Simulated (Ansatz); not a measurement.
Ca2C in the antifluorite structure, relaxed with r2SCAN in the plane-wave code Ansatz: it is cubic, Fm-3m (No. 225); a = 6.257 Å in the conventional setting, 20.42 Å³ an atom. Around C lie 8 Ca at 2.71 Å; around Ca lie 4 C at 2.71 Å. The primitive cell holds 3 atoms in 61.25 Å³. No spin polarisation and no zero-point or thermal motion; the cell was built from a prototype and may be hypothetical.

Computed values: PBE gives a gap of 0.21 eV and PBE0 (25 % exact exchange) 1.47 eV; one over PBE's mean ε∞ is 0.071. HSE06 (6×6×6) gives a least gap of 0.83 eV, direct. r2SCAN's ε∞ is 10.27.

(1) What is the density?

(2) Taking the gap as linear in the share of unscreened exchange, estimate the gap of the hybrid whose share is 1/ε∞.

(3) At what wavelength does absorption set in by HSE06, excitons left aside?

(4) What refractive index and reflectivity at normal incidence follow, below the gap and above the phonons?

Answers

(1) The cell holds 1 C, 2 Ca: M = 1×12.011 + 2×40.078 = 92.17 u in V = 61.25 Å³. ρ = 1.66054 × M/V = 1.66054 × 92.17/61.25 = 2.499 g/cm³, for the static r2SCAN lattice.

(2) The slope is (1.47 − 0.21)/0.25 = 5.04 eV per unit share, so E_g ≈ 0.21 + 5.04 × 0.071 = 0.57 eV. The run with that share gives 0.55 eV (6×6×6 mesh), -0.02 eV from the straight line.

(3) λ = 1239.84 eV nm/E: 1494 nm for the least gap. That lies in the infrared.

(4) n = √10.27 = 3.205; R = ((n − 1)/(n + 1))² = (2.205/4.205)² = 27.5 % a face.

The meshes of the hybrids are coarse, so their gaps aren't converged to the digits shown.
